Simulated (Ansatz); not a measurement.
Starting structure, 1 NF3 a cell, inverted, over a top Zn site (Zn, P6_3/mmc (No. 194), (1 0 0) face):

```
CELL_PARAMETERS angstrom
5.23551 0.00000 0.00000
0.00000 4.80358 0.00000
0.00000 0.00000 25.44106
ATOMIC_POSITIONS crystal
Zn 0.50000 0.75000 0.31445
Zn 0.00000 0.75000 0.31445
Zn 0.75000 0.25000 0.34416
Zn 0.25000 0.25000 0.34416
Zn 0.75000 0.75000 0.40356
Zn 0.25000 0.75000 0.40356
Zn 0.00000 0.25000 0.43404
Zn 0.50000 0.25000 0.43404
Zn 0.00000 0.75000 0.51390
Zn 0.50000 0.75000 0.51390
Zn 0.25000 0.25000 0.52478
Zn 0.75000 0.25000 0.52478
F 0.50185 0.01611 0.67030
N 0.38426 0.26438 0.66437
F 0.25000 0.25000 0.61912
F 0.21196 0.28531 0.70368
```

Theory: DFT PBE+D3(BJ), scalar-relativistic, plane waves, PAW (Ansatz 0.2.0). Plane waves to 420 eV, a k mesh through Γ of 4×4×1 on the computed 16-atom cell and Gaussian smearing (0.10 eV); no spin polarisation. The cell repeats along c with a dipole correction in the vacuum.

Atoms 1, 2, 3, 4, 5, 6 (counted from 1) are held. The cell is fixed. Force threshold 0.04 eV/Å.

```csv
step,E − E_final (eV),largest force (eV/Å)
1,0.515,3.445
2,0.151,0.659
3,0.075,0.205
4,0.051,0.104
5,0.044,0.121
6,0.042,0.075
7,0.040,0.069
8,0.040,0.183
9,0.038,0.083
10,0.036,0.080
11,0.037,0.334
12,0.035,0.127
13,0.033,0.081
14,0.034,0.318
15,0.031,0.057
16,0.030,0.067
17,0.029,0.149
18,0.028,0.145
19,0.026,0.144
20,0.025,0.168
21,0.023,0.188
22,0.021,0.204
23,0.019,0.267
24,0.016,0.238
25,0.012,0.372
26,0.011,0.316
27,0.002,0.028
28,0.002,0.027
29,0.001,0.014
30,0.001,0.035
```

(1) What is the final structure?

The end is the local minimum or symmetric point that this start leads to. The slab is only 5.3 Å thick, so the energy isn't converged with thickness.

Spin polarisation was left out, and a magnetic state may lie lower.

Results:

(1)
```yaml
crystal:
  lattice:
    - [5.23551, 0.00000, 0.00000]
    - [0.00000, 4.80358, 0.00000]
    - [0.00000, 0.00000, 25.44106]
  atoms:
    - { symbol: Zn, position: [0.50000, 0.75000, 0.31445] }
    - { symbol: Zn, position: [0.00000, 0.75000, 0.31445] }
    - { symbol: Zn, position: [0.75000, 0.25000, 0.34416] }
    - { symbol: Zn, position: [0.25000, 0.25000, 0.34416] }
    - { symbol: Zn, position: [0.75000, 0.75000, 0.40356] }
    - { symbol: Zn, position: [0.25000, 0.75000, 0.40356] }
    - { symbol: Zn, position: [0.00024, 0.25004, 0.43358] }
    - { symbol: Zn, position: [0.50034, 0.24945, 0.43387] }
    - { symbol: Zn, position: [0.00059, 0.85131, 0.51637] }
    - { symbol: Zn, position: [0.50106, 0.84912, 0.51526] }
    - { symbol: Zn, position: [0.25017, 0.36460, 0.52232] }
    - { symbol: Zn, position: [0.75143, 0.36276, 0.52238] }
    - { symbol: F, position: [0.46936, 0.92148, 0.65530] }
    - { symbol: N, position: [0.33287, 0.17265, 0.65427] }
    - { symbol: F, position: [0.08598, 0.08386, 0.66736] }
    - { symbol: F, position: [0.41328, 0.29850, 0.70098] }
```

Cost: 1 run of about 37 core-minutes, on Intel Xeon Platinum 8488C (Sapphire Rapids) (shared hosts).